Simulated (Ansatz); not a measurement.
BeS:
```
CELL_PARAMETERS angstrom
      3.43704     0.00000     0.00000
     -1.71852     2.97656     0.00000
      0.00000     0.00000     7.80495
ATOMIC_POSITIONS crystal
  Be 0.50000 0.00000 0.00000
  Be 0.00000 0.50000 0.33333
  Be 0.50000 0.50000 0.66667
  S  0.50000 0.00000 0.50000
  S  0.00000 0.50000 0.83333
  S  0.50000 0.50000 0.16667
```

Relaxed with r²SCAN+D4.

Task: Give the Bader charges and basin volumes of the independent atoms, plane-wave PAW r²SCAN+D4 (Ansatz code).

Result: 

```tsv
atom	Bader charge (e)	Bader volume (Å³)
Be1	+1.68	2.1
S4	-1.68	24.5
```

Space group P6_422. The start of the workflow was typed in or built on a structure type; neither database checked (COD, Materials Project) lists it. COD files the formula under space group No. 216. Its standing as an ambient phase is unchecked. Symmetry was held in the r²SCAN+D4 relaxation; whether a distortion lowers the energy is not shown.

Potentials: the later of the program's two PAW sets.
